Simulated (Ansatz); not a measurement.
## Cd3Te: computed properties

Computed with Ansatz, DFT PBE, scalar-relativistic, plane waves, PAW.

Plane waves to 420 eV, a k mesh through Γ of 10×10×10 on the computed 4-atom cell and Gaussian smearing (0.10 eV); no spin polarisation.

The structure is relaxed at this level of theory with its symmetry kept, and needn't be the ground state of this composition.

```cif
data_structure
_symmetry_space_group_name_H-M 'Pm-3m'
_symmetry_Int_Tables_number 221
_cell_length_a 4.6930
_cell_length_b 4.6930
_cell_length_c 4.6930
_cell_angle_alpha 90.000
_cell_angle_beta 90.000
_cell_angle_gamma 90.000
_cell_volume 103.36
loop_
_atom_site_label
_atom_site_type_symbol
_atom_site_symmetry_multiplicity
_atom_site_Wyckoff_symbol
_atom_site_fract_x
_atom_site_fract_y
_atom_site_fract_z
_atom_site_occupancy
Cd1 Cd 3 c 0.50000 0.50000 0.00000 1
Te1 Te 1 a 0.00000 0.00000 0.00000 1
```

```json
{
  "Space group": "Pm-3m (No. 221)",
  "Volume per atom": "25.84 Å³",
  "Formation energy from the elements' standard states (uncorrected)": "+0.068 eV/atom",
  "Kohn–Sham band gap": "none (metal)",
  "Density of states at the Fermi level": "1.9 states/eV per cell",
  "Orbital (Löwdin) character within 0.5 eV of the Fermi level": "Cd 5s 50 %, Te 5p 30 %, unprojected 18 %",
  "Bader charge by site (e)": "Cd (3 in the cell) 0.16, Te (1 in the cell) -0.49"
}
```

Spin-orbit coupling is left out, which matters for the bands of heavy elements.

Another cell of Cd3Te relaxed alike, in Im-3m, lies 21 meV/atom lower, so this cell isn't the stable form at this level.

The cell was found from a structure generator's guess, not taken from experiment. Löwdin shares on free-atom orbitals overweight diffuse shells.
